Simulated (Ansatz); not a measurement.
**Density of states of TiRh**

```cif
data_structure
_symmetry_space_group_name_H-M 'P4/mmm'
_symmetry_Int_Tables_number 123
_cell_length_a 2.9880
_cell_length_b 2.9880
_cell_length_c 3.3500
_cell_angle_alpha 90.000
_cell_angle_beta 90.000
_cell_angle_gamma 90.000
_cell_volume 29.91
loop_
_atom_site_label
_atom_site_type_symbol
_atom_site_symmetry_multiplicity
_atom_site_Wyckoff_symbol
_atom_site_fract_x
_atom_site_fract_y
_atom_site_fract_z
_atom_site_occupancy
Ti1 Ti 1 d 0.50000 0.50000 0.50000 1
Rh1 Rh 1 a 0.00000 0.00000 0.00000 1
```

The runs use the primitive cell with vectors (2.988, 0.000, 0.000), (0.000, 2.988, 0.000), (0.000, 0.000, 3.350) Å, to which the k mesh refers.

The geometry is COD entry 1523124, unchecked; take it as a test cell.

Spin polarisation is left out, and whether a magnetic state lies lower isn't shown here.

Theory: Ansatz 0.2.0, DFT, PBEsol, all-electron LAPW, scalar-relativistic.

Numerical set-up: a Γ-centred 11×11×10 k mesh, Fermi–Dirac smearing of 0.05 eV, basis error target 1 meV/atom, no spin polarisation.

Q: Which of the resolved shells contributes most within 0.3 eV of the Fermi level?

A: Ti 3d, with 66 % of all states there; Rh 4d follows with 26 %.

Q: Where is the centre of the filled Rh 4d states between -14 eV and the top of the filled states?

A: -3.22 eV from the Fermi level.

Q: Tabulate the density of states.

A: States per eV and cell, averaged over 0.6 eV, from -7.6 to 0.0 eV, with energies (bin centres) from the Fermi level; empty bins are left out. The partial columns, the largest 4 alone, are projections on Löwdin-orthogonalised atomic shells (those that the program's projection atoms carry: the occupied ones and, for some elements, an empty d or f shell; other empty shells have no column), summed over atoms of an element. Weights on diffuse s and p shells depend on that basis and aren't pure angular character.
| E (eV) | total | Rh 4d | Ti 3d | Rh 5s | Ti 4s |
| --- | --- | --- | --- | --- | --- |
| -7.4 | 0.02 | 0.00 | 0.00 | 0.01 | 0.01 |
| -6.8 | 0.12 | 0.00 | 0.00 | 0.06 | 0.05 |
| -6.2 | 0.21 | 0.01 | 0.00 | 0.10 | 0.09 |
| -5.6 | 0.37 | 0.05 | 0.02 | 0.15 | 0.13 |
| -5.0 | 1.82 | 0.94 | 0.28 | 0.32 | 0.25 |
| -4.4 | 3.33 | 2.28 | 0.59 | 0.19 | 0.23 |
| -3.8 | 3.46 | 2.63 | 0.61 | 0.08 | 0.09 |
| -3.2 | 3.13 | 2.42 | 0.56 | 0.08 | 0.02 |
| -2.6 | 3.63 | 2.82 | 0.57 | 0.12 | 0.06 |
| -2.0 | 2.37 | 1.58 | 0.47 | 0.11 | 0.14 |
| -1.4 | 1.04 | 0.37 | 0.41 | 0.06 | 0.13 |
| -0.8 | 0.83 | 0.31 | 0.34 | 0.06 | 0.06 |
| -0.2 | 1.75 | 0.48 | 1.08 | 0.05 | 0.07 |
